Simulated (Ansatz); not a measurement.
Property card of a AsP sheet

It was reached by relaxing an invented guess, and it needn't be the stable form of this composition.

The calculation used DFT PBE, scalar-relativistic, plane waves, PAW in Ansatz 0.2.0. Cutoff 420 eV; k points 12×12×1 on the computed 2-atom cell (Γ-centred); Gaussian smearing, width 0.02 eV; no spin polarisation.

This is a two-dimensional sheet: the third axis spans vacuum and isn't periodic.

```
P As
1.0
     3.45464    0.00000    0.00000
    -1.72732    2.99181    0.00000
     0.00000    0.00000   26.22726
P As
1 1
Cartesian
  0.0000 0.0000 7.3406
  0.0000 1.9945 8.6594
```

Energies over the elements count from the elements' standard structures at the same level, with no fitted energy shifts. The references include black phosphorus.

```
Layer group                                                : p3m1 (No. 69)
In-plane cell                                              : a = 3.455 Å, b = 3.455 Å, γ = 120.0°
Area per atom                                              : 5.17 Å²
Thickness between the outermost nuclei                     : 1.32 Å
Energy over the elements                                   : +0.049 eV/atom
Band gap over mesh and path                                : 1.85 eV
Löwdin character of the top 1 eV of the valence band       : P 3p 48 %, As 4p 39 %
Löwdin character of the lowest 1 eV of the conduction band : P 3p 43 %, As 4p 41 %, unprojected 9 %
Bader charges (e)                                          : P1 -0.16, As2 0.16
```

Levels along Γ–M–K–Γ, in eV from a zero inside the gap, sorted by energy at each point. Points in fractions of the primitive reciprocal vectors: Γ (0.000 0.000 0.000), M (0.500 0.000 0.000), K (0.333 0.333 0.000).
| point | k (1/Å, with 2π) | band 7 | band 8 | band 9 | band 10 | band 11 | band 12 | band 13 |
| --- | --- | --- | --- | --- | --- | --- | --- | --- |
| Γ | 0.000 | -7.55 | -1.32 | -0.92 | -0.92 | 1.81 | 2.85 | 2.85 |
| - | 0.150 | -7.52 | -1.61 | -1.28 | -1.09 | 2.21 | 2.86 | 3.03 |
| - | 0.300 | -7.46 | -2.83 | -1.48 | -1.18 | 1.89 | 3.45 | 3.62 |
| - | 0.450 | -7.48 | -3.94 | -1.93 | -1.09 | 1.33 | 3.82 | 4.00 |
| - | 0.600 | -7.81 | -4.57 | -2.33 | -1.17 | 0.97 | 3.57 | 4.02 |
| - | 0.750 | -8.53 | -4.62 | -2.65 | -1.55 | 0.95 | 3.00 | 4.06 |
| - | 0.900 | -9.34 | -4.34 | -2.84 | -2.05 | 1.09 | 2.63 | 4.04 |
| M | 1.050 | -9.75 | -4.16 | -2.90 | -2.31 | 1.17 | 2.50 | 4.02 |
| - | 1.137 | -9.76 | -4.18 | -3.03 | -2.31 | 1.40 | 2.47 | 3.95 |
| - | 1.223 | -9.77 | -4.31 | -3.25 | -2.30 | 1.95 | 2.38 | 3.80 |
| - | 1.310 | -9.80 | -4.61 | -3.36 | -2.29 | 2.11 | 2.73 | 3.70 |
| - | 1.397 | -9.87 | -4.99 | -3.31 | -2.31 | 1.82 | 3.46 | 3.71 |
| - | 1.483 | -9.99 | -5.32 | -3.17 | -2.37 | 1.53 | 3.81 | 4.00 |
| - | 1.570 | -10.17 | -5.54 | -2.97 | -2.50 | 1.33 | 3.96 | 4.24 |
| K | 1.656 | -10.30 | -5.62 | -2.76 | -2.69 | 1.26 | 4.10 | 4.22 |
| - | 1.829 | -9.77 | -5.36 | -3.35 | -2.16 | 1.51 | 3.52 | 4.50 |
| - | 2.003 | -8.92 | -4.70 | -3.99 | -1.59 | 2.11 | 2.81 | 4.57 |
| - | 2.176 | -8.08 | -4.35 | -3.80 | -1.17 | 2.31 | 2.80 | 4.40 |
| - | 2.349 | -7.55 | -4.10 | -2.79 | -1.05 | 2.20 | 3.03 | 4.41 |
| - | 2.522 | -7.45 | -3.11 | -1.84 | -1.14 | 2.33 | 2.83 | 4.08 |
| - | 2.696 | -7.51 | -1.77 | -1.26 | -1.16 | 2.34 | 2.71 | 3.20 |
| Γ | 2.869 | -7.55 | -1.32 | -0.92 | -0.92 | 1.81 | 2.85 | 2.85 |

The last run used a 12×12×1 mesh for its 2-atom cell and Gaussian smearing of 0.02 eV. Kohn–Sham gaps at this level usually fall short of measured ones. The reference forms of As and P are held partly by dispersion forces, which this level lacks.
